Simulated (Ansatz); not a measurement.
**LiCl: how much do the potentials matter?**

LiCl in the rock-salt structure, in a typed cell, not relaxed.

```xyz
2
Lattice="0.0000 2.5750 2.5750 2.5750 0.0000 2.5750 2.5750 2.5750 0.0000" Properties=species:S:1:pos:R:3 pbc="T T T"
Li    0.0000    0.0000    0.0000
Cl    2.5750    2.5750    2.5750
```

Computed with Ansatz (plane-wave DFT, scalar-relativistic): PBE; k mesh 6×6×6; fixed occupations; no spin. Phonons (linear response) are harmonic and in cm⁻¹; i marks an unstable mode. Zone-centre lists hold the optical modes without the non-analytic term.

Caveats: coarse k mesh.

The reference is the run on all-electron PAW datasets (no frozen core) at 250 eV and 17.07 Å³ an atom: top Γ mode (cm⁻¹) 168; lowest mode at X = [0.5, 0, 0.5] (cm⁻¹) 127; top mode at X = [0.5, 0, 0.5] (cm⁻¹) 210; mean ε∞ 2.94; mean Born charge of Li (e) 1.19.

Question: The same calculation was made on Ansatz generated PAW, Ansatz hand-made PAW, JTH PAW, PseudoDojo norm-conserving, Ansatz norm-conserving. How far do the results move?

Answer: 
| potentials | cutoff (eV) | top Γ mode (cm⁻¹) | lowest mode at X = [0.5, 0, 0.5] (cm⁻¹) | top mode at X = [0.5, 0, 0.5] (cm⁻¹) | mean ε∞ | mean Born charge of Li (e) |
| --- | --- | --- | --- | --- | --- | --- |
| Ansatz generated PAW | 420 | 167 | 127 | 210 | 2.94 | 1.19 |
| Ansatz hand-made PAW | 780 | 167 | 127 | 210 | 2.94 | 1.19 |
| JTH PAW | 1170 | 170 | 127 | 212 | 2.94 | 1.19 |
| PseudoDojo norm-conserving | 1007 | 168 | 127 | 210 | 2.94 | 1.19 |
| Ansatz norm-conserving | 1034 | 167 | 127 | 209 | 2.94 | 1.19 |

The largest move among the frequencies in the table is 2.1 cm⁻¹, in the top Γ mode on JTH PAW.
